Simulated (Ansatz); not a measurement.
## BaNaH$_{3}$Pd: do energies and stresses tell the same story?

The calculation used DFT r2SCAN, scalar-relativistic, plane waves, PAW in Ansatz.

Plane waves to 500 eV, a k mesh through Γ of 6×6×6 on the computed 12-atom cell and Gaussian smearing (0.02 eV); no spin polarisation.

Relaxed cell: P6_3/mmc, a = 6.068 Å, b = 6.068 Å, c = 6.052 Å, α = 90.00°, β = 90.00°, γ = 120.00°, 12 atoms in the primitive cell.

Energies at zero smearing and pressures from the stress tensor, at volumes with shape and atoms relaxed:
```json
{"V (Å³/atom)": "15.116", "E − E(first) (meV/atom)": "0.00", "P (GPa)": "2.69"}
{"V (Å³/atom)": "15.599", "E − E(first) (meV/atom)": "-5.85", "P (GPa)": "1.22"}
{"V (Å³/atom)": "16.081", "E − E(first) (meV/atom)": "-7.62", "P (GPa)": "-0.02"}
{"V (Å³/atom)": "16.564", "E − E(first) (meV/atom)": "-5.91", "P (GPa)": "-1.07"}
{"V (Å³/atom)": "17.046", "E − E(first) (meV/atom)": "-1.23", "P (GPa)": "-1.99"}
```

Check P = −dE/dV between neighbouring volumes, and get the bulk modulus from the pressures alone.

With 1 eV/Å³ = 160.2 GPa:
| middle V (Å³/atom) | −ΔE/ΔV (GPa) | mean P (GPa) |
| --- | --- | --- |
| 15.358 | 1.944 | 1.954 |
| 15.840 | 0.587 | 0.602 |
| 16.322 | -0.569 | -0.546 |
| 16.805 | -1.552 | -1.532 |

The two differ by 0.02 GPa at most. The mean of two end pressures misses the average over a step by about ΔV² P″/12, up to 0.02 GPa here; with that taken off 0.01 GPa remains. Around V = 16.081 Å³/atom, the two neighbours give B = −V ΔP/ΔV = 16.081 × 2.30 / 0.965 = 38.3 GPa, against B0 = 38.5 GPa from the Birch–Murnaghan fit of the energies.